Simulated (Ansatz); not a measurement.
Input:

Ni2Ge:
```cif
data_Ge4Ni8
_chemical_formula_sum 'Ni8 Ge4'
_space_group_name_H-M_alt 'Pnma'
_space_group_IT_number 62
_space_group_name_Hall '-P 2ac 2n'
_cell_length_a 5.10304
_cell_length_b 3.78612
_cell_length_c 7.17952
_cell_angle_alpha 90.000
_cell_angle_beta 90.000
_cell_angle_gamma 90.000
loop_
_atom_site_label
_atom_site_type_symbol
_atom_site_symmetry_multiplicity
_atom_site_Wyckoff_symbol
_atom_site_fract_x
_atom_site_fract_y
_atom_site_fract_z
_atom_site_occupancy
Ni1 Ni 4 c 0.17056 0.75000 0.43972 1
Ni2 Ni 4 c 0.45626 0.25000 0.29318 1
Ge1 Ge 4 c 0.21260 0.75000 0.11349 1
```

This is the r²SCAN-relaxed structure.

Question: All from r²SCAN (plane waves, PAW; program Ansatz), unless another level is named. Give the electronic character.

Answer: metallic (no gap).

Question: And the formation energy from the elements (no fitted shifts)?

Answer: -0.26 eV/atom.

Question: Give the density of states at the Fermi level.

Answer: 0.52 states/eV per atom (mean over ±0.08 eV).

The workflow started from a Materials Project entry (that database holds measured and hypothetical structures alike); the Crystallography Open Database copy checked does not list it. Its standing as an ambient phase is unchecked. The cell was relaxed with r²SCAN under the symmetry of its start; whether a distortion lowers the energy is not shown. The run is not spin-polarised. The references are the lowest solids computed at this level, not always the standard phases. Spin–orbit coupling is left out wherever it is not named.

Potentials: the later of the program's two PAW sets.
